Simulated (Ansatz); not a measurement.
Relaxed SnSe₂ (CdI2 type):

```xyz
6
Lattice="7.6806 0.0000 0.0000 -1.9201 3.3258 0.0000 0.0000 0.0000 6.0057" Properties=species:S:1:pos:R:3 pbc="T T T"
Sn     0.0000     0.0000     0.0000
Sn     3.8403     0.0000     0.0000
Se     0.0000     2.2172     1.5935
Se     3.8403     2.2172     1.5935
Se     1.9201     1.1086     4.4122
Se     5.7604     1.1086     4.4122
```

Scan: atom 3 (Se, nearest neighbour Sn at 2.730 Å; its periodic images, 3.8 Å or more away, move with it) is displaced towards the nearest neighbour, direction (-0.703, 0.406, -0.584) in Cartesian axes, by s. The other atoms stay.

Level of theory: PBE-D3(BJ) (plane waves to 420 eV, PAW, scalar-relativistic; Ansatz, a program for electronic structure). k mesh 4×8×5 (Γ-centred), Fermi-Dirac smearing 0.05 eV. The energy includes the smearing's −TS. As the smearing reaches across the gap at some points, energies and forces of such displacements shift with the k mesh and the smearing. SnSe2 was relaxed with its symmetry unable to fall. The zero of ΔE is the undisplaced structure. The last digit holds for this mesh only.

```
s (Å)   ΔE (meV/cell)
------  -------------
-0.550          482.7
-0.440          342.3
-0.330          214.1
-0.220          105.6
-0.110           29.5
0.000             0.0
0.110            36.4
0.220           166.4
0.330           430.6
0.440           888.8
0.550          1629.5
```

**Question.** What force constant k = d²E/ds² at s = 0 does the table give?

**Answer.** 5.4 eV/Å². It is the second difference of the nearest points, corrected with the next pair.

**Question.** With k = 5.39 eV/Å² from the forces, is the well harmonic out to s = 0.550 Å?

**Answer.** ½ks² = 815 meV/cell against the computed 1629 meV/cell, so the well is stiffer than harmonic there.

(For displaced atoms, the force is minus the slope of the energy, and its curvature is a force constant, which sets phonon frequencies.)
